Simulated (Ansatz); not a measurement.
Theory: Ansatz, DFT PBE, scalar-relativistic, plane waves, PAW. All cells share a 420 eV cutoff and Γ-centred k meshes spaced at most about 0.3 Å⁻¹ (about 0.25 or finer for metals, 2π included). No spin polarisation in the final relaxations.

All energies are static (0 K, no zero-point motion).

Two relaxed structures of Sn3Te2O:

A.

```
Sn Te O
1.0
     3.37097    1.94623    3.88327
    -3.37097    1.94623    3.88327
     0.00000   -3.89246    3.88327
Sn Te O
3 2 1
Direct
  0.00000 0.50000 0.50000
  0.50000 0.00000 0.50000
  0.50000 0.50000 0.00000
  0.87245 0.87245 0.87245
  0.12755 0.12755 0.12755
  0.50000 0.50000 0.50000
```

B.

```
Sn Te O
1.0
     5.91316    0.00000    0.00000
    -2.95658    5.12095    0.00000
     0.00000    0.00000    5.92770
Sn Te O
3 2 1
Direct
  0.50000 0.00000 0.50000
  0.00000 0.50000 0.50000
  0.50000 0.50000 0.50000
  0.33333 0.66667 0.00000
  0.66667 0.33333 0.00000
  0.00000 0.00000 0.50000
```

Problem. Which is lower in energy, and by how much?

Solution. A is lower, by 0.35 eV/atom. A has space group R-3m (No. 166), 25.5 Å³/atom and no gap on its mesh; B has space group P6/mmm (No. 191), 29.9 Å³/atom and no gap. The shortest distance is 2.75 Å (Sn–O) in A and 2.96 Å (Sn–O and Sn–Sn) in B. A holds Te–Te pairs (shortest 2.97 Å); in B the shortest Te–Te distance is 3.41 Å. The denser one is the lower, and pressure would at first widen the difference. In A, around Sn lie 2 O at 2.75 Å, 2 Te at 3.09 Å, 4 Sn at 3.37 Å and 4 Te at 3.68 Å; around Te lie 1 Te at 2.97 Å and 3 Sn at 3.09 Å; O is surrounded by 6 Sn at 2.75 Å. In B, Sn is surrounded by 2 O at 2.96 Å, 4 Sn at 2.96 Å and 4 Te at 3.42 Å; Te is surrounded by 3 Te at 3.41 Å and 6 Sn at 3.42 Å; around O lie 6 Sn at 2.96 Å (long contacts). Both come from invented guesses.

These runs have no spin–orbit coupling, which can matter for Te. Cells relaxed within their symmetry can be saddle points.
